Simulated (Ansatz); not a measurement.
TePt:
```yaml
crystal:
  lattice:
    - [1.99113, -5.39503, 0.00000]
    - [1.99113, 5.39503, 0.00000]
    - [0.00000, 0.00000, 3.88901]
  atoms:
    - { symbol: Te, position: [0.64306, 0.35694, 0.25000] }
    - { symbol: Pt, position: [0.89003, 0.10997, 0.25000] }
    - { symbol: Te, position: [0.35694, 0.64306, 0.75000] }
    - { symbol: Pt, position: [0.10997, 0.89003, 0.75000] }
```

Relaxed with r²SCAN.

Problem. Map the electron localisation function on the plane through (0.643, 0.357, 0.250) spanned by u = [0, 0, 1] and v = [1, -1, 0] in lattice vectors, from r²SCAN in the plane-wave PAW code Ansatz.

Solution. x is the fraction of u, y of v (the angle between them is 90°; rows are the nearest grid lines); atoms in the plane: Te at (0.00, 0.00), Pt at (0.00, 0.25), Te at (0.50, 0.71), Pt at (0.50, 0.47).
```
|10036785211258763001|
|23467874211247876432|
|67788852100125888776|
|76542110111101124567|
|00012467888876421000|
|01258876544567885210|
|11378863100136887311|
|01368752000025786310|
|00146776544567764100|
|00013578999987531000|
|00013455555555431000|
|01234567888876543210|
|01234799999999743210|
|11234579988997543211|
|11223456777765432211|
|33333333222233333333|
|88875432111123457888|
|99998543111134589999|
|99998543111134589999|
|66654432100123445666|
|77765321000012356777|
|66677642000024677666|
|22457763100136775422|
|10036785211258763001|
```
Scale: ten equal steps from 0.024 (start of '0') to 0.615 (end of '9'), in the order '0123456789'; x runs from 0.000 to 1.00, y from 0.000 (bottom) to 1.00 (top).

The density is the valence pseudo-density with augmentation charge, so density and ELF within about 1 Å of a nucleus are not all-electron values.

Space group Cmcm. The start of the workflow was typed in or built on a structure type; neither database checked (COD, Materials Project) lists it. COD files the formula under space group No. 166, 194, so this cell is another polymorph or a model. Its standing as an ambient phase is unchecked. The cell was relaxed with r²SCAN under the symmetry of its start; its stability against distortions is not shown here. The run is not spin-polarised. Scalar-relativistic: spin–orbit coupling is off unless named, which matters more the heavier the elements.

Potentials: the earlier of the program's two PAW sets.
